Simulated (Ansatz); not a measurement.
Ru:
```
Ru
1.0
   -1.61914     1.61914     1.36755
    1.61914    -1.61914     1.36755
    1.61914     1.61914    -1.36755
Ru
1
Direct
  0.00000   0.00000   0.00000
```
Starting moments (μB, in the order of the atoms Ru): 0.6.

Relaxed with PBE.

Q: Which orbitals make up the states near the Fermi level in DFT-PBE in the program Ansatz with PAW potentials?

A: Within 0.5 eV of the Fermi level: Ru 4d 95 %. Projections are on Löwdin-orthogonalised atomic valence shells; empty p or d shells of many metals are not among them.

Q: Tabulate the density of states.

A: States/eV per cell of 1 atom, in 0.25 eV bins, energy from the Fermi level.

| E (eV) | total | Ru 4d | Ru 5s | Ru 4p |
|---|---|---|---|---|
| -7.85 | 0.00 | 0.00 | 0.00 | 0.00 |
| -7.60 | 0.02 | 0.00 | 0.01 | 0.00 |
| -7.35 | 0.04 | 0.00 | 0.03 | 0.00 |
| -7.10 | 0.05 | 0.00 | 0.05 | 0.00 |
| -6.85 | 0.07 | 0.00 | 0.06 | 0.00 |
| -6.60 | 0.09 | 0.00 | 0.08 | 0.00 |
| -6.35 | 0.11 | 0.01 | 0.09 | 0.00 |
| -6.10 | 0.17 | 0.05 | 0.11 | 0.00 |
| -5.85 | 0.38 | 0.22 | 0.15 | 0.00 |
| -5.60 | 0.83 | 0.59 | 0.23 | 0.01 |
| -5.35 | 1.22 | 0.93 | 0.28 | 0.01 |
| -5.10 | 1.53 | 1.24 | 0.27 | 0.01 |
| -4.85 | 1.60 | 1.35 | 0.23 | 0.01 |
| -4.60 | 1.66 | 1.49 | 0.16 | 0.01 |
| -4.35 | 1.62 | 1.52 | 0.09 | 0.01 |
| -4.10 | 1.56 | 1.51 | 0.04 | 0.01 |
| -3.85 | 1.52 | 1.47 | 0.03 | 0.01 |
| -3.60 | 1.46 | 1.41 | 0.03 | 0.01 |
| -3.35 | 1.17 | 1.11 | 0.04 | 0.01 |
| -3.10 | 1.03 | 0.95 | 0.06 | 0.01 |
| -2.85 | 1.34 | 1.21 | 0.10 | 0.01 |
| -2.60 | 1.53 | 1.37 | 0.13 | 0.01 |
| -2.35 | 1.40 | 1.24 | 0.12 | 0.01 |
| -2.10 | 1.15 | 1.02 | 0.09 | 0.01 |
| -1.85 | 1.01 | 0.91 | 0.07 | 0.00 |
| -1.60 | 1.06 | 0.98 | 0.06 | 0.00 |
| -1.35 | 1.11 | 1.04 | 0.05 | 0.00 |
| -1.10 | 1.16 | 1.09 | 0.04 | 0.00 |
| -0.85 | 1.28 | 1.21 | 0.04 | 0.00 |
| -0.60 | 1.47 | 1.41 | 0.04 | 0.00 |
| -0.35 | 2.09 | 2.02 | 0.04 | 0.00 |
| -0.10 | 1.40 | 1.33 | 0.05 | 0.00 |
| 0.15 | 1.34 | 1.26 | 0.05 | 0.00 |
| 0.40 | 1.62 | 1.54 | 0.05 | 0.00 |
| 0.65 | 1.51 | 1.43 | 0.06 | 0.00 |
| 0.90 | 1.26 | 1.17 | 0.07 | 0.00 |
| 1.15 | 1.12 | 1.03 | 0.07 | 0.00 |
| 1.40 | 1.12 | 1.03 | 0.07 | 0.00 |
| 1.65 | 1.05 | 0.97 | 0.07 | 0.00 |
| 1.90 | 0.86 | 0.78 | 0.07 | 0.00 |
| 2.15 | 0.47 | 0.37 | 0.08 | 0.00 |
| 2.40 | 0.28 | 0.17 | 0.08 | 0.00 |
| 2.65 | 0.25 | 0.13 | 0.09 | 0.00 |
| 2.90 | 0.25 | 0.12 | 0.09 | 0.00 |
| 3.15 | 0.25 | 0.11 | 0.10 | 0.00 |
| 3.40 | 0.25 | 0.10 | 0.10 | 0.00 |
| 3.65 | 0.25 | 0.09 | 0.10 | 0.00 |
| 3.90 | 0.25 | 0.08 | 0.10 | 0.00 |
| 4.15 | 0.25 | 0.07 | 0.10 | 0.00 |
| 4.40 | 0.25 | 0.06 | 0.10 | 0.00 |
| 4.65 | 0.24 | 0.06 | 0.10 | 0.00 |

Space group I4/mmm (body-centred tetragonal). The start of the workflow was typed in or built on a structure type; neither database checked (COD, Materials Project) lists it. It is not the phase usual at ambient conditions (space group No. 194). Symmetry was held in the PBE relaxation; whether a distortion lowers the energy is not shown. The final state is ferromagnetic, chosen from 4 collinear starts compared on coarse meshes (ties went to the first, and starts can fall back to one state), not a proven ground state. Scalar-relativistic: spin–orbit coupling is off unless named, which matters more the heavier the elements.

Potentials: the later of the program's two PAW sets.
